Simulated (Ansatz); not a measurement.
**Zr (hcp, Mg type), energy over volume and axial ratio**

Zr (hcp, Mg type), conventional cell a = b = 3.231 Å, c = 5.173 Å, α = β = 90.00°, γ = 120.00°. The calculation uses the primitive cell of 2 atoms, to which meshes and values per cell refer.

The relaxed cell is deformed in two ways at once: its volume V is scaled, and at that volume it is stretched along z (the c axis of the conventional cell) so that c/a changes. Fractional atomic positions are held.

The numbers are results of PBE (plane waves to 420 eV, PAW, scalar-relativistic; Ansatz, a program for electronic structure), not measurements. k mesh 17×17×9 (Γ-centred), Fermi-Dirac smearing 0.05 eV. Energies are smeared free energies. Compression counts positive. With partly filled bands, the response to shear is sensitive to the k mesh, so small differences along c/a are uncertain. Zr is run without spin polarisation. Zr was relaxed with its symmetry unable to fall. ΔE is measured from the relaxed starting cell.

ΔE (kJ/mol of atoms), with V/V₀ across and (c/a)/(c/a)₀ down:

```tsv
(c/a)/(c/a)₀ \ V/V₀	0.920	0.947	0.973	1.000	1.027	1.053	1.080
0.960	5.8	3.0	1.3	0.7	1.1	2.3	4.3
0.973	5.3	2.5	0.9	0.3	0.7	2.0	4.0
0.987	4.9	2.2	0.6	0.1	0.5	1.8	3.8
1.000	4.8	2.0	0.5	0.0	0.5	1.7	3.8
1.013	4.7	2.1	0.5	0.1	0.5	1.9	3.9
1.027	4.9	2.2	0.7	0.3	0.8	2.1	4.2
1.040	5.1	2.5	1.1	0.6	1.1	2.5	4.5
```

σxx (GPa), with V/V₀ across and (c/a)/(c/a)₀ down:

```tsv
(c/a)/(c/a)₀ \ V/V₀	0.920	0.947	0.973	1.000	1.027	1.053	1.080
0.960	7.6	4.4	1.5	-1.0	-3.3	-5.3	-7.1
0.973	8.0	4.8	1.9	-0.7	-3.0	-5.0	-6.8
0.987	8.4	5.1	2.2	-0.3	-2.6	-4.7	-6.5
1.000	8.7	5.5	2.6	0.0	-2.3	-4.4	-6.2
1.013	9.0	5.8	2.9	0.3	-2.0	-4.0	-5.9
1.027	9.3	6.1	3.2	0.7	-1.7	-3.7	-5.6
1.040	9.5	6.4	3.5	1.0	-1.3	-3.4	-5.3
```

Summary:

The modulus against c/a change at fixed volume, (3/4V)·∂²E/∂(ln c/a)² (fit, atoms clamped) is 45 GPa. Lowest place on the grid: V/V₀ = 1.000, (c/a)/(c/a)₀ = 1.000 (0 meV/atom). Highest place on the grid: V/V₀ = 0.920, (c/a)/(c/a)₀ = 0.960 (60 meV/atom).

(A scan under strain: stresses follow from slopes of the energy per volume, elastic moduli from its curvatures.)
